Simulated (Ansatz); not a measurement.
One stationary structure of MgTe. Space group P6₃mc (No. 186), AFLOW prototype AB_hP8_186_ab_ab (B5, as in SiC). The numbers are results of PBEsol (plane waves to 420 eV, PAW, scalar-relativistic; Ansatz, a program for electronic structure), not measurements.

```cif
data_Mg4Te4
_chemical_formula_sum 'Mg4 Te4'
_space_group_name_H-M_alt 'P63mc'
_space_group_IT_number 186
_space_group_name_Hall 'P 6c -2c'
_cell_length_a 4.55750
_cell_length_b 4.55750
_cell_length_c 14.83964
_cell_angle_alpha 90.000
_cell_angle_beta 90.000
_cell_angle_gamma 120.000
loop_
_atom_site_label
_atom_site_type_symbol
_atom_site_symmetry_multiplicity
_atom_site_Wyckoff_symbol
_atom_site_fract_x
_atom_site_fract_y
_atom_site_fract_z
_atom_site_occupancy
Mg1 Mg 2 a 0.00000 0.00000 0.00065 1
Mg2 Mg 2 b 0.33333 0.66667 0.25018 1
Te1 Te 2 a 0.00000 0.00000 0.31260 1
Te2 Te 2 b 0.33333 0.66667 0.06221 1
```

Question: What is the computed band gap (PBEsol)?

Answer: 2.36 eV, direct at Γ (no spin-orbit coupling).

No spin polarisation in the result. Without spin-orbit coupling the bands of the heavy element are not split, so the gap can be far off.

The run could not lose the symmetry of its start.

The first start was generated by placing the elements on the sites of a structure type. A measured structure of MgTe has the same space group, P6₃mc (No. 186); the sites were not compared with it. Another known form has space group No. 216.
